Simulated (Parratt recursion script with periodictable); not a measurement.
# How fast does roughness lower the EUV peak of a Si/Y multilayer on Si?

```
layer, from the top  thickness (Å)  density (g/cm³)  rms roughness of its top face (Å)  δ at 13.5 nm  β at 13.5 nm
-------------------  -------------  ---------------  ---------------------------------  ------------  ------------
Si (in each period)           39.1            2.313                             varied  9.927 × 10⁻⁴      0.001813
Y (in each period)            31.9            4.371                             varied       0.02576      0.002238
Si (substrate)                   –            2.313                                  5  9.927 × 10⁻⁴      0.001813
```

The refractive index is n = 1 − δ + iβ; the runs take δ and β at each wavelength of the scan. Vacuum lies above.

Densities are inputs, not measurements. They were set from computed cells of the Materials Project: Si from entry mp-149 (Fd-3m, 2.313 g/cm³); Y from entry mp-112 (P6₃/mmc, 4.371 g/cm³). A layer's crystal structure does not enter its constants, only its composition and density.

Model: EUV and soft X-ray reflectivity, Parratt recursion, Névot-Croce roughness, Henke tables. Program: Parratt recursion script with periodictable 1.7.1.

Light falls at α = 15° from the surface normal. R is the mean of s and p polarisation. The wavelength is scanned from 12.42 to 14.58 nm in 161 evenly spaced points, without smoothing. The peak is the highest scan point; its wavelength and height come from a parabola through R at that point and its two neighbours.

The pair is repeated 80 times. The runs differ only in σ, the roughness on top of both layers of each period; the substrate's stays as listed.

```
σ (Å)  peak λ (nm)  peak R (%)
-----  -----------  ----------
3           13.539        52.9
5           13.539        50.3
9           13.538           ?
```

Problem. Estimate the peak reflectivity at σ = 9 Å from a line of ln R against σ², and compare with the factor exp[−(2πσ/D)²] for one weak reflection.

Solution. With R₀ = 52.9 % of the first row, ln(R/R₀) is 0.0000 at σ² = 9, −0.0504 at σ² = 25 Å². The line through them has slope −0.00315 Å⁻² and intercept 0.0283, which gives 42.2 % at σ² = 81 Å². For D = 71 Å, (2π/D)² = 0.00783 Å⁻², and that slope from the first row gives 30.1 %.

The run gave 41.0 %, so the line misses by 1.2 points. The fitted slope is 0.40 of (2π/D)² in size.
